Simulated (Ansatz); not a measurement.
Computed with DFT PBE, scalar-relativistic, plane waves, PAW (Ansatz). Settings: cutoff 420 eV, Γ-centred meshes spaced at most about 0.3 Å⁻¹, and about 0.25 Å⁻¹ or finer for metals (2π included), Gaussian smearing. No spin polarisation in the final relaxations.

Temperature and zero-point effects are left out. All come from trial cells, and lower structures may exist.

**Question.** Which of these relaxed structures of Sc3NbO2 is the lowest in energy?
A.

Space group P6/mmm (No. 191). a = 6.107 Å, b = 6.107 Å, c = 2.767 Å, α = 90.00°, β = 90.00°, γ = 120.00°
| atom | site | symmetry | x | y | z |
| --- | --- | --- | --- | --- | --- |
| Sc | 3g | mmm | 0.5000 | 0.5000 | 0.5000 |
| Nb | 1a | 6/mmm | 0.0000 | 0.0000 | 0.0000 |
| O | 2c | -6m2 | 0.6667 | 0.3333 | 0.0000 |

B.

Space group P-3m1 (No. 164). a = 3.139 Å, b = 3.139 Å, c = 10.176 Å, α = 90.00°, β = 90.00°, γ = 120.00°
```csv
atom,site,symmetry,x,y,z
Sc,2d,3m.,0.6667,0.3333,0.2391
Sc,1b,-3m.,0.0000,0.0000,0.5000
Nb,1a,-3m.,0.0000,0.0000,0.0000
O,2d,3m.,0.6667,0.3333,0.6226
```

**Answer.** B. It has space group P-3m1 (No. 164); the next, A, with space group P6/mmm (No. 191), lies 0.35 eV/atom higher. Counting O atoms around Nb and Sc (those within 1.25 times the shortest such distance or 1.15 times the sum of covalent radii; a plus sign parts nearer from farther groups; the shortest distance is added where it is long for a bond; a slash parts the counts of unlike sites), the lowest has Sc 3/6, Nb 6+6 from 4.2 Å and the next has Sc 4, Nb 6 from 3.5 Å.

A magnetic state wasn't ruled out in cells without spin, among them P-3m1, P6/mmm. Cells relaxed within their symmetry can be saddle points. Some candidate types were left out of the draw beforehand, so a known form may be missing.
